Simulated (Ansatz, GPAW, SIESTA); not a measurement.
## Cost and result for the equilibrium volume of GaGe3

The structure is cubic, space group Fm-3m (No. 225). Conventional cell: a = 6.774 Å, b = 6.774 Å, c = 6.774 Å, α = 90.00°, β = 90.00°, γ = 90.00°. Ge (site symmetry m-3m) is surrounded by 8 Ge at 2.93 Å. Ge (site symmetry -43m) is surrounded by 4 Ge at 2.93 Å and 4 Ga at 2.93 Å. Ga (site symmetry m-3m) has 8 Ge at 2.93 Å as nearest neighbours.

The cell comes from a database or a generator and needn't be the stable form of this composition.

```csv
rung,level,program and potentials,cutoff (eV),k mesh,smearing,task,core time,chip,equilibrium volume (Å³/atom),notes
GGA,PBE,"Ansatz, Ansatz PAW",420,7 × 7 × 7,fermi-dirac 0.05,equation of state,27 s,Arm Neoverse V2,19.27,-
meta-GGA,r2SCAN,"Ansatz, Ansatz PAW",500,7 × 7 × 7,fermi-dirac 0.05,equation of state,59 s,Arm Neoverse V2,18.68,"potentials made for PBE, which Ansatz adapts in part"
hybrid,PBE0,"Ansatz, Ansatz PAW",420,4 × 4 × 4,fermi-dirac 0.05,relaxation of cell and atoms,74 s,AMD EPYC 7R13 Zen 3,19.06,"coarse mesh; potentials made for PBE, which Ansatz adapts in part"
GGA,PBE,"GPAW, GPAW PAW data sets (gpaw-data 1.2.1)",600,7 × 7 × 7,fermi-dirac 0.05,equation of state,80 s,INTEL XEON PLATINUM 8581C Emerald Rapids,(a),-
GGA,PBE,"SIESTA, files PseudoDojo sr-pbe-0.4.1-standard, DZP (energy shift 0.003 Ry; two zetas on semicore shells)",-,7 × 7 × 7,fermi-dirac 0.05,equation of state,20 min,Arm Neoverse V2,19.72,atomic basis
```

Times are single runs on shared hosts and different chips, so they are rough; meshes, cutoffs and the tasks' sizes weigh on the time. All rows: no spin polarisation. Smearing widths are in eV. For a metal such meshes aren't converged. Meshes differ between rows, which moves values too. Meshes are those of the run's cell of 4 atoms unless a note names another. Relaxations start from the cell shown or near it and stop with a little pressure left. Runs on faulty files, with rough fits or with known faults for this quantity aren't shown. No row holds spin-orbit coupling.

**Question.** Estimate the value left out from the other rows.

**Answer.** (a) 19.20 Å³/atom.
